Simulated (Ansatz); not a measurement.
**4 guesses for Pr4O and where they end**

Method: DFT PBE, scalar-relativistic, plane waves, PAW, and for the lanthanide a 4f-in-core norm-conserving potential, in Ansatz 0.2.0. Settings: cutoff 660 eV, Γ-centred meshes spaced at most about 0.3 Å⁻¹, and about 0.25 Å⁻¹ or finer for metals (2π included), Gaussian smearing. No spin polarisation in the final relaxations.

Each guess was relaxed in cell and atoms at zero pressure, within the symmetry of its start. These are static total energies at zero pressure. Coordination counts Pr atoms around O (those within 1.25 times the shortest such distance or 1.15 times the sum of covalent radii, 1.27 where that leaves under three).

| guess | made from | start group | V start (Å³/atom) | end group | V end (Å³/atom) | coordination at the end | gap on mesh (eV) | E over the lowest end (meV/atom) |
| --- | --- | --- | --- | --- | --- | --- | --- | --- |
| 1 | Fe4N type | Pm-3m | 22.9 | Pm-3m | 27.7 | O 6 | 0 | 0 |
| 2 | random cell | P4/mmm | 26.0 | ? | ? | ? | ? | ? |
| 3 | SnI4 type | P-43m | 28.0 | P-43m | 33.2 | O 4 | 0 | 69 |
| 4 | random cell | Im-3m | 25.1 | Im-3m | 27.0 | O 8 | 0 | 626 |

Guess 2 as it starts:

```
CELL_PARAMETERS angstrom
4.97736 0.00000 0.00000
0.00000 4.97736 0.00000
0.00000 0.00000 5.25586
ATOMIC_POSITIONS crystal
Pr 0.74077 0.74077 0.50000
Pr 0.25923 0.25923 0.50000
Pr 0.25923 0.74077 0.50000
Pr 0.74077 0.25923 0.50000
O 0.50000 0.50000 0.00000
```

Problem. Predict the end of this guess and its energy over the lowest end.

Solution. It ends in space group P4/mmm (No. 123), with a = 6.550 Å, c = 3.275 Å, 28.1 Å³/atom and no gap. It lies 0.68 eV/atom over the lowest end, above guess 4 and so the highest of the set. Counting Pr atoms around O, this end has O 8 and the lowest (guess 1) has O 6.

```cif
data_structure
_symmetry_space_group_name_H-M 'P4/mmm'
_symmetry_Int_Tables_number 123
_cell_length_a 6.5503
_cell_length_b 6.5503
_cell_length_c 3.2755
_cell_angle_alpha 90.000
_cell_angle_beta 90.000
_cell_angle_gamma 90.000
_cell_volume 140.54
loop_
_atom_site_label
_atom_site_type_symbol
_atom_site_symmetry_multiplicity
_atom_site_Wyckoff_symbol
_atom_site_fract_x
_atom_site_fract_y
_atom_site_fract_z
_atom_site_occupancy
Pr1 Pr 4 k 0.74276 0.74276 0.50000 1
O1 O 1 c 0.50000 0.50000 0.00000 1
```

The zero of energy is the elements' standard structures at the same level (O₂ as a molecule); no fitted shifts are applied.

Problem. Is the lowest end bound against the elements?

Solution. Yes: its formation energy is −1.06 eV/atom. It lies below the elements, which doesn't yet make it stable against other compounds or structures.

With atoms moved at random, Pm-3m came back. Other cells relaxed within their symmetry can be saddle points. A lower structure may well exist outside this small set. Some candidate types were left out of the draw beforehand, so a known form may be missing.

The lanthanide is trivalent by construction, without f bands, f moments or other valences. The reference runs of the other elements, and any phases without the lanthanide, used 420 eV, which shifts energies against them by under 10 meV/atom. The lanthanide's reference is the lowest of its hcp, dhcp and fcc cells.
